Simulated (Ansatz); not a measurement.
One crystal and one scan (frozen-phonon scan) at two levels, PBE (plane waves to 420 eV, PAW, scalar-relativistic; Ansatz, a first-principles code) and r2SCAN (plane waves to 500 eV, PAW, scalar-relativistic; Ansatz), each from its own relaxed cell and on its own mesh.

The crystal is Cu (fcc, Cu type); a phonon pattern at X = (0.5, 0.5, 0.0) is frozen into a 2-atom cell, Q being the largest atomic displacement.

Cu is run without spin polarisation. Cu was relaxed with its symmetry unable to fall. With partly filled bands, energies and forces of such displacements shift with the k mesh and the smearing. Both scans cover Q from -0.280 to 0.280 Å.

```
quantity                                                                                  run 1  run 2
----------------------------------------------------------------------------------------  -----  -----
Lattice constant a (Å)                                                                    3.577  3.630
Energy at Q = 0.280 Å (meV/cell)                                                            646    576
Harmonic wavenumber from the curvature (finite differences) (cm⁻¹ (negative: imaginary))    180    169
```

Q: Which run is which level?

A: Run 2 is PBE, run 1 is r2SCAN. PBE gives the higher value for: lattice constant a. PBE gives the lower value for: energy at Q = 0.280 Å; harmonic wavenumber from the curvature. Both give the same space group of the distorted cell: Cmcm (No. 63), lowered from Fm-3m. Neither level is exact: the differences show how much the result hangs on the functional.

(A displaced cell: forces are minus the slopes of the energy, force constants its curvatures, and phonons follow from these.)
